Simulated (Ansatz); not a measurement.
This Hf3SnS8 structure is the end of a relaxation. The cell was found from a structure generator's guess, not taken from experiment.

The calculation used DFT PBE, scalar-relativistic, plane waves, PAW in Ansatz. Cutoff 420 eV, Γ-centred mesh, Gaussian smearing, no spin polarisation.

```yaml
crystal:
  lattice:
    - [3.66394, 0.00000, 0.00000]
    - [-1.83197, 3.17306, 0.00000]
    - [0.00000, 0.00000, 27.47231]
  atoms:
    - { symbol: Hf, position: [0.00000, 0.00000, 0.25169] }
    - { symbol: Hf, position: [0.00000, 0.00000, 0.50000] }
    - { symbol: Hf, position: [0.00000, 0.00000, 0.74831] }
    - { symbol: Sn, position: [0.00000, 0.00000, 0.00000] }
    - { symbol: S, position: [0.33333, 0.66667, 0.05428] }
    - { symbol: S, position: [0.33333, 0.66667, 0.30414] }
    - { symbol: S, position: [0.33333, 0.66667, 0.55245] }
    - { symbol: S, position: [0.33333, 0.66667, 0.80076] }
    - { symbol: S, position: [0.66667, 0.33333, 0.19924] }
    - { symbol: S, position: [0.66667, 0.33333, 0.44755] }
    - { symbol: S, position: [0.66667, 0.33333, 0.69586] }
    - { symbol: S, position: [0.66667, 0.33333, 0.94572] }
```

The zero of energy is the elements' standard structures at the same level; no fitted shifts are applied. The references include grey tin.

**Question.** Find its symmetry and describe it.

**Answer.** P-3m1 (No. 164), with Hf and Sn ordered on cadmium iodide sites. Conventional cell: a = 3.664 Å, c = 27.472 Å. Hf on a site of symmetry 3m is surrounded by 6 S at 2.56 Å; Hf on a site of symmetry -3m has 6 S at 2.56 Å; Sn is surrounded by 6 S at 2.59 Å; S on its first site has 3 Sn at 2.59 Å; 3 more sites not described.

**Question.** How far does it lie from the elements in energy?

**Answer.** −1.279 eV/atom. Whether it is stable depends on the other phases of the system, which aren't compared here.

**Question.** Is it a metal?

**Answer.** No, the gap on the 12×12×1 mesh is 1.20 eV.

The last run used a 12×12×1 mesh (in the run's order of axes) for its 12-atom cell and Gaussian smearing of 0.02 eV. No dispersion correction is applied, so the spacing and binding between layers, chains or molecules are poorly described. Spin–orbit coupling, which can matter for Hf, is left out. Kohn–Sham gaps at this level usually fall short of measured ones. The reference form of S is held partly by dispersion forces, which this level lacks. A structure relaxed within its symmetry needn't be a true minimum.
